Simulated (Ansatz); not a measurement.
B₆As:
```
CELL_PARAMETERS angstrom
      3.06137     1.76748     3.94788
     -3.06137     1.76748     3.94788
      0.00000    -3.53497     3.94788
ATOMIC_POSITIONS crystal
  B  0.01568 0.01568 0.32466
  B  0.98432 0.98432 0.67534
  B  0.32466 0.01568 0.01568
  B  0.67534 0.98432 0.98432
  B  0.01568 0.32466 0.01568
  B  0.98432 0.67534 0.98432
  B  0.82180 0.27259 0.82180
  B  0.17820 0.72741 0.17820
  B  0.82180 0.82180 0.27259
  B  0.17820 0.17820 0.72741
  B  0.27259 0.82180 0.82180
  B  0.72741 0.17820 0.17820
  As 0.60080 0.60080 0.60080
  As 0.39920 0.39920 0.39920
```

Relaxed with PBEsol.

**Question.** Give the optical modes at the zone centre with their infrared activity from DFPT, PBEsol (plane waves, PAW; program Ansatz).

**Answer.** Transverse frequencies, without the LO–TO term; a row sums one degenerate level.

```
ω (cm⁻¹)  degeneracy  IR ((D/Å)²/amu)     activity
--------  ----------  ---------------  -----------
224                1             2.10           IR
234                2             0.00  IR-inactive
301                1             0.00  IR-inactive
374                2             1.89           IR
403                1             0.00  IR-inactive
477                2             0.45           IR
495                2             0.00  IR-inactive
558                1             0.00  IR-inactive
586                2             0.45           IR
594                1             0.88           IR
635                1             0.00  IR-inactive
685                2             0.00  IR-inactive
733                2             0.00  IR-inactive
741                1             0.00  IR-inactive
746                2             1.49           IR
792                1             0.00  IR-inactive
797                2             0.05           IR
800                2             0.00  IR-inactive
832                1             0.65           IR
896                1             0.00  IR-inactive
901                1             2.59           IR
970                2             0.00  IR-inactive
971                1             0.00  IR-inactive
979                2             5.05           IR
993                1             0.00  IR-inactive
1017               2             0.00  IR-inactive
```

**Question.** How high does the top mode go among those that the LO–TO term moves?

**Answer.** 981 cm⁻¹ for q along x, 981 cm⁻¹ for q along y, 904 cm⁻¹ for q along z.

Space group R-3m. The workflow started from a Materials Project entry (that database holds measured and hypothetical structures alike); the Crystallography Open Database copy checked does not list it. Whether it is the stable phase at ambient conditions was not checked. The PBEsol relaxation kept the symmetry of its start; phonons on a q-mesh show no instability.

Potentials: the later of the program's two PAW sets.
